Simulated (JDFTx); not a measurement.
An input for a modified build of JDFTx (Mg(0001), linear PCM (GLSSA13), propylene carbonate, 1 M NaCl; bohr, hartree) and the course of its log:

```
lattice \
  5.9942491374 -2.9971245687 0.0000000000 \
  0.0000000000 5.1911720373 0.0000000000 \
  0.0000000000 0.0000000000 44.7865091536
coords-type Lattice
ion Mg 0.6666666667 0.3333333333 -0.1652355446 0
ion Mg 0.3333333333 0.6666666667 -0.0542320680 0
ion Mg 0.6666666667 0.3333333333 0.0542320680 0
ion Mg 0.3333333333 0.6666666667 0.1652355446 0
ion-species pseudo/mg_pbe_v1.4.upf
elec-cutoff 20 100
elec-ex-corr gga-PBE
coulomb-interaction Slab 001
coulomb-truncation-embed 0 0 0
kpoint-folding 8 8 1
elec-smearing Fermi 0.01
elec-n-bands 27
electronic-scf nIterations 100 energyDiffThreshold 1e-08
fluid LinearPCM
pcm-variant GLSSA13
fluid-solvent PC
fluid-cation Na+ 1
fluid-anion Cl- 1
fluid-minimize nIterations 400 knormThreshold 1e-11
wavefunction read vac.wfns
elec-initial-eigenvals vac.eigenvals
dump-name f2.$VAR
dump End State Ecomponents EigStats BandEigs Forces ElecDensity IonicPositions Fillings Kpoints Dtot FluidDebug BoundCharge FluidDensity
```

```
[one cycle in 5 is shown, and the last three; fluid-solver lines are left out]
	FillingsUpdate:  mu: -0.097980856  nElectrons: 40.000000
SCF: Cycle:  0   F: -250.642518809888685   dF: -3.117e-03   |Residual|: 7.506e-03   |deigs|: 1.086e-03
	FillingsUpdate:  mu: -0.105622711  nElectrons: 40.000000
SCF: Cycle:  5   F: -250.639509502580779   dF: +1.541e-02   |Residual|: 1.776e-02   |deigs|: 4.124e-02
	FillingsUpdate:  mu: -0.075955408  nElectrons: 40.000000
SCF: Cycle: 10   F: -250.650585616809565   dF: +4.337e-04   |Residual|: 7.042e-03   |deigs|: 7.567e-04
	FillingsUpdate:  mu: -0.042056163  nElectrons: 40.000000
SCF: Cycle: 15   F: -250.656842653510097   dF: +5.512e-03   |Residual|: 1.389e-02   |deigs|: 1.194e-02
	FillingsUpdate:  mu: -0.053462320  nElectrons: 40.000000
SCF: Cycle: 20   F: -250.656242110084605   dF: -7.005e-01   |Residual|: 9.497e-03   |deigs|: 6.890e-02
	FillingsUpdate:  mu: -0.057069388  nElectrons: 40.000000
SCF: Cycle: 25   F: -250.652408686464668   dF: +5.860e-03   |Residual|: 8.376e-03   |deigs|: 1.060e-02
	FillingsUpdate:  mu: -0.005623331  nElectrons: 40.000000
SCF: Cycle: 30   F: -250.445820059587732   dF: +2.246e-01   |Residual|: 4.183e-02   |deigs|: 6.311e-02
	FillingsUpdate:  mu: -0.044214214  nElectrons: 40.000000
SCF: Cycle: 35   F: -250.657403525741273   dF: -4.370e-02   |Residual|: 1.047e-02   |deigs|: 6.031e-03
	FillingsUpdate:  mu: -0.031844312  nElectrons: 40.000000
SCF: Cycle: 40   F: -250.540690833827711   dF: +8.423e-02   |Residual|: 3.562e-02   |deigs|: 9.702e-03
	FillingsUpdate:  mu: -0.057968089  nElectrons: 40.000000
SCF: Cycle: 45   F: -250.673396270272463   dF: -1.231e+00   |Residual|: 1.037e-02   |deigs|: 8.091e-02
	FillingsUpdate:  mu: -0.033567799  nElectrons: 40.000000
SCF: Cycle: 50   F: -250.663004411704350   dF: -5.666e-02   |Residual|: 1.347e-02   |deigs|: 1.744e-02
	FillingsUpdate:  mu: -0.050402435  nElectrons: 40.000000
SCF: Cycle: 55   F: -250.657630562188729   dF: -6.680e-02   |Residual|: 1.334e-02   |deigs|: 1.306e-02
	FillingsUpdate:  mu: -0.019933257  nElectrons: 40.000000
SCF: Cycle: 60   F: -250.162754175607631   dF: -4.156e-01   |Residual|: 6.078e-02   |deigs|: 1.042e-02
	FillingsUpdate:  mu: -0.042511383  nElectrons: 40.000000
SCF: Cycle: 65   F: -250.650205826919290   dF: -6.706e-02   |Residual|: 1.428e-02   |deigs|: 1.492e-02
	FillingsUpdate:  mu: -0.017173535  nElectrons: 40.000000
SCF: Cycle: 70   F: -250.245365796481508   dF: +3.358e-01   |Residual|: 5.317e-02   |deigs|: 1.950e-02
	FillingsUpdate:  mu: -0.048833295  nElectrons: 40.000000
SCF: Cycle: 75   F: -250.677117562427924   dF: -3.378e-02   |Residual|: 1.605e-02   |deigs|: 2.057e-02
	FillingsUpdate:  mu: -0.059567695  nElectrons: 40.000000
SCF: Cycle: 80   F: -250.671991400704059   dF: -1.533e-04   |Residual|: 1.033e-02   |deigs|: 2.579e-04
	FillingsUpdate:  mu: -0.035113965  nElectrons: 40.000000
SCF: Cycle: 85   F: -250.674416607842687   dF: +3.914e-03   |Residual|: 1.376e-02   |deigs|: 2.152e-02
	FillingsUpdate:  mu: -0.028488530  nElectrons: 40.000000
SCF: Cycle: 90   F: -250.659267908629857   dF: +7.430e-03   |Residual|: 2.295e-02   |deigs|: 3.130e-03
	FillingsUpdate:  mu: -0.034032956  nElectrons: 40.000000
SCF: Cycle: 95   F: -250.651042576729111   dF: +2.516e-02   |Residual|: 2.249e-02   |deigs|: 1.410e-02
	FillingsUpdate:  mu: -0.033848652  nElectrons: 40.000000
SCF: Cycle: 97   F: -250.629672219287500   dF: +1.644e-03   |Residual|: 3.073e-02   |deigs|: 1.153e-03
	FillingsUpdate:  mu: -0.030458309  nElectrons: 40.000000
SCF: Cycle: 98   F: -250.544384355658764   dF: +8.529e-02   |Residual|: 4.447e-02   |deigs|: 8.003e-03
	FillingsUpdate:  mu: -0.032196281  nElectrons: 40.000000
SCF: Cycle: 99   F: -250.629656722145654   dF: -8.527e-02   |Residual|: 2.901e-02   |deigs|: 7.637e-03
SCF: None of the convergence criteria satisfied after 100 iterations.
IonicMinimize: Iter:   0  F: -250.629656722145654  |grad|_K:  0.000e+00
IonicMinimize: Converged (|grad|_K<1.000000e-04).
```

This run gave no converged result. The electronic loop ended without meeting its threshold, so the last energy, levels and forces aren't results.
